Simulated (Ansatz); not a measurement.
**Relaxing ScSi2 in the AlB2-type structure**

The computed numbers are results of PBE, scalar-relativistic (no spin polarisation) in the plane-wave PAW code Ansatz at 420 eV, Γ-centred 10×10×10 mesh, 0.05 eV Gaussian smearing; PAW files: Ansatz's generated set soft_2.

The Crystallography Open Database holds a cell of this formula and space group, from which this one stands far in volume, proportions or bonds. The database's entry of this formula in the relaxed cell's space group, P6/mmm, has axes of 3.662 × 3.662 × 3.879 Å and 15.02 Å³/atom (1994), the relaxed one 4.033 × 4.033 × 3.631 Å and 17.05.

The first cell:

```yaml
crystal:
  lattice:
    - [3.64323, 0.00000, 0.00000]
    - [-1.82162, 3.15513, 0.00000]
    - [0.00000, 0.00000, 3.94476]
  atoms:
    - { symbol: Sc, position: [0.00000, 0.00000, 0.00000] }
    - { symbol: Si, position: [0.33333, 0.66667, 0.50000] }
    - { symbol: Si, position: [0.66667, 0.33333, 0.50000] }
```

The runs in order:

```
run  level    k-mesh                    kind  V (Å³/atom)  P (GPa)  E − E(final) (meV/atom)  gap on the mesh (eV)
  1    PBE   10×10×8  cell and atoms relaxed        17.06      0.0                      1.3                 metal
  2    PBE  10×10×10  cell and atoms relaxed        17.05      0.0                      0.0                 metal
```

The cell is relaxed to zero pressure at this level.

The final structure (symmetry read at 0.01 Å). The structure is hexagonal, space group P6/mmm (No. 191). Conventional cell: a = 4.033 Å, b = 4.033 Å, c = 3.631 Å, α = 90.00°, β = 90.00°, γ = 120.00°. Around Sc (site symmetry 6/mmm) lie 12 Si at 2.95 Å. Si (site symmetry -6m2) has 3 Si at 2.33 Å as nearest neighbours. (Shells end 15 % past the nearest neighbour.)

- At the final geometry the gap, band path included, is zero (metallic).
- The equation of state gives B0 = 89 GPa.
- Against the elements' standard states, run alike and uncorrected, the formation energy is -0.38 eV/atom.
- The runs in the table took roughly 0.8 core-minutes.

**What lies behind the numbers.**

The calculation's cell holds 19 valence electrons, an odd number. Without magnetic order each band takes two, so one stays part-filled and the crystal must be a metal. (Only strong correlation, outside this picture, could make a Mott insulator of it.)

Spin polarisation wasn't tried.
